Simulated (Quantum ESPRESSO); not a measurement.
# Kohn-Sham bands of Pt (fcc (Cu type))

```
CELL_PARAMETERS angstrom
      0.00000     1.97158     1.97158
      1.97158     0.00000     1.97158
      1.97158     1.97158     0.00000
ATOMIC_POSITIONS crystal
  Pt 0.00000 0.00000 0.00000
```

Cell from Materials Project (mp-126), symmetrised, no further relaxation. This is the element's usual structure. Computed values, not measurements, from PBEsol: Quantum ESPRESSO (norm-conserving PseudoDojo potentials, cutoff 68 Ry, spinors with spin-orbit coupling) on a Γ-centred 10×10×10 mesh, then Wannier90. Density: 18×18×18 mesh, cold smearing 0.01 Ry.

Task: List the Kohn-Sham levels between −8 and 3.0 eV relative to the Fermi level at the high-symmetry points, as a band run of pw.x on that density gives them (levels within 2 meV counted together).

Result: 
```json
[
 {"point": "Γ", "k (reciprocal lattice)": "0.000 0.000 0.000", "levels (eV)": "-4.26 (×4), -3.28 (×2), -1.49 (×4)"},
 {"point": "X", "k (reciprocal lattice)": "0.500 0.000 0.500", "levels (eV)": "-7.09 (×2), -6.65 (×2), -0.26 (×2), 0.04 (×2), 1.02 (×2), 1.40 (×2)"},
 {"point": "U", "k (reciprocal lattice)": "0.625 0.250 0.625", "levels (eV)": "-6.31 (×2), -5.55 (×2), -3.02 (×2), -1.38 (×2), -0.11 (×2)"},
 {"point": "K", "k (reciprocal lattice)": "0.375 0.375 0.750", "levels (eV)": "-6.31 (×2), -5.55 (×2), -3.02 (×2), -1.38 (×2), -0.11 (×2)"},
 {"point": "L", "k (reciprocal lattice)": "0.500 0.500 0.500", "levels (eV)": "-7.35 (×2), -4.42 (×2), -3.41 (×2), -0.72 (×2), -0.33 (×2), 0.33 (×2)"},
 {"point": "W", "k (reciprocal lattice)": "0.500 0.250 0.750", "levels (eV)": "-5.73 (×2), -4.80 (×2), -4.54 (×2), -1.94 (×2), 0.45 (×2)"}
]
```
